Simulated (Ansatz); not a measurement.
Space group P2_13 (No. 198). a = 7.050 Å, b = 7.050 Å, c = 7.050 Å, α = 90.00°, β = 90.00°, γ = 90.00°
```json
{"atom": "Si", "site": "4a", "symmetry": ".3.", "x": "0.2838", "y": "0.2838", "z": "0.2838"}
{"atom": "Si", "site": "4a", "symmetry": ".3.", "x": "0.0221", "y": "0.0221", "z": "0.0221"}
{"atom": "O", "site": "4a", "symmetry": ".3.", "x": "0.1528", "y": "0.1528", "z": "0.1528"}
{"atom": "O", "site": "12b", "symmetry": "1", "x": "0.6391", "y": "0.6644", "z": "0.0379"}
```

Equation of state of this SiO2 structure (not necessarily the ground state), with shape and atoms relaxed at each volume where symmetry leaves them free. Level of theory: Ansatz, DFT LDA, scalar-relativistic, plane waves, PAW.

Plane waves to 420 eV, a k mesh through Γ of 4×4×4 on the computed 24-atom cell and Gaussian smearing (0.02 eV); no spin polarisation.

```csv
V (Å³/atom),E − E(largest V) (meV/atom),P (GPa),gap on mesh (eV)
12.850,4.79,2.16,5.94
13.288,-0.17,1.38,5.86
13.726,-3.20,0.81,5.78
14.164,-4.76,0.36,5.71
14.602,-5.23,-0.04,5.64
15.040,-4.71,-0.37,5.57
15.478,-3.16,-0.78,5.51
16.062,0.00,-1.10,5.42
```

Q: Fit a third-order Birch–Murnaghan equation to E(V).

A: V0 = 14.55 Å³/atom, B0 = 13 GPa, B0' = 4.6.

The gaps are read on the mesh, which can miss the band edges, so they can be too wide.

This form isn't the usual stable structure of the compound.

Cost: 8 runs of about 15 core-minutes in all, on Oxide Virtual Turin-like Processor (Zen 5) (shared hosts).